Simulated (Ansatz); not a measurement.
SrTiO3:
```xyz
5
Lattice="3.9075 0.0000 0.0000 0.0000 3.9075 0.0000 0.0000 0.0000 3.9075" Properties=species:S:1:pos:R:3 pbc="T T T"
Sr     0.0000     0.0000     0.0000
Ti     1.9538     1.9538     1.9538
O      1.9538     0.0000     1.9538
O      0.0000     1.9538     1.9538
O      1.9538     1.9538     0.0000
```

Relaxed with r²SCAN.

Give the Bader charges and basin volumes of the independent atoms, r²SCAN in the plane-wave PAW code Ansatz.



| atom | Bader charge (e) | Bader volume (Å³) |
|---|---|---|
| Sr1 | +1.63 | 15.5 |
| Ti2 | +2.34 | 6.7 |
| O3 | -1.32 | 12.5 |

Space group Pm-3m (cubic perovskite). Symmetry was held in the r²SCAN relaxation. At this level the phase is dynamically unstable (imaginary phonons). The run is not spin-polarised.

Potentials: the earlier of the program's two PAW sets. The files were generated under PBE; for other functionals the program regenerates the frozen cores, and for LDA and PBEsol the local potential too.
